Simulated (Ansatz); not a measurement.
Si$_{2}$Ru:
```
CELL_PARAMETERS angstrom
      5.92838     0.00000     0.00000
      0.00000     5.92838     0.00000
      0.00000     0.00000     2.97057
ATOMIC_POSITIONS crystal
  Ru 0.00000 0.00000 0.00000
  Ru 0.50000 0.50000 0.50000
  Si 0.28019 0.28019 0.00000
  Si 0.71981 0.71981 0.00000
  Si 0.21981 0.78019 0.50000
  Si 0.78019 0.21981 0.50000
```

Relaxed with r²SCAN.

Map the valence electron density (e/Å³), cut off at 3 on the plane through (0.000, 0.000, 0.000) spanned by u = [0, 0, 1] and v = [1, 1, 0] in lattice vectors, from plane-wave PAW r²SCAN (Ansatz code).

x is the fraction of u, y of v (the angle between them is 90°; rows are the nearest grid lines); atoms in the plane: Ru at (0.00, 0.00), Ru at (0.50, 0.50), Si at (0.00, 0.28), Si at (0.00, 0.72).
```
|99997210001279999|
|99994100000149999|
|99952100000125999|
|22110000000001122|
|11110000000001111|
|00000000000000000|
|00000000000000000|
|00001000000010000|
|01111111111111110|
|11111234443211111|
|00112599999521100|
|00126999999962100|
|00126999999962100|
|00112599999521100|
|11111234443211111|
|01111111111111110|
|00001000000010000|
|00000000000000000|
|00000000000000000|
|11110000000001111|
|22110000000001122|
|99952100000125999|
|99994100000149999|
|99997210001279999|
```
Scale: ten equal steps from 0.108 (start of '0') to 3.00 (end of '9'), in the order '0123456789'; x runs from 0.000 to 1.00, y from 0.000 (bottom) to 1.00 (top).

The density is the valence pseudo-density with augmentation charge, so density and ELF within about 1 Å of a nucleus are not all-electron values.

Space group P4_2/mnm. The start of the workflow was typed in or built on a structure type; neither database checked (COD, Materials Project) lists it. Whether it is the stable phase at ambient conditions was not checked. The cell was relaxed with r²SCAN under the symmetry of its start; its stability against distortions is not shown here. The run is not spin-polarised. The volume moved by 20 % from the start of the relaxation.

Potentials: the earlier of the program's two PAW sets.
